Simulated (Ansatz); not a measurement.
The elements of this relaxed trial crystal are hidden behind letters.

```
lattice vectors (Å)
   2.4923    0.0000    0.0000
  -1.2461    2.1584    0.0000
   0.0000    0.0000   20.6282
fractional positions
X 0.6667 0.3333 0.7500
X 0.3333 0.6667 0.2500
Z 0.6667 0.3333 0.1480
Z 0.6667 0.3333 0.3520
Z 0.6667 0.3333 0.5494
Z 0.6667 0.3333 0.9506
Z 0.3333 0.6667 0.0494
Z 0.3333 0.6667 0.4506
Z 0.3333 0.6667 0.6480
Z 0.3333 0.6667 0.8520
```

Theory: DFT PBE, scalar-relativistic, plane waves, PAW in Ansatz 0.2.0. Cutoff 420 eV, Γ-centred 18×18×2 mesh (10-atom cell), Gaussian smearing of 0.10 eV, collinear spin.

* Space group: P6_3/mmc (No. 194)
* Conventional cell: a = 2.492 Å, c = 20.628 Å
* Volume per atom: 11.10 Å³
* Density: 8.93 g/cm³
* Formation energy: +0.03 eV/atom
* Gap on the 18×18×2 mesh of the 10-atom cell: 0 eV (a metal)
* Net moment per atom: 0.44 μB

Energies are uncorrected and count from the elements' standard states at the same level.

Question: X is a d-block element of period 4 and Z is a d-block element of period 4. Which elements are they?

Answer: X = Cu, Z = Ni, so the formula is CuNi4. Density times volume gives a mean mass of 8.93 × 11.10/1.6605 = 59.7 u per atom, and this set has 59.7 u. Among the elements that the hints allow, noble gases aside, only these give it. Cu is surrounded by 6 Cu at 2.49 Å and 6 Ni at 2.55 Å; around Ni on its first site lie 9 Ni at 2.49 Å and 3 Cu at 2.55 Å; Ni on its second site is surrounded by 12 Ni at 2.49 Å.

Another magnetic order may lie lower. Symmetry constrained the relaxation, so the result can be a saddle point.
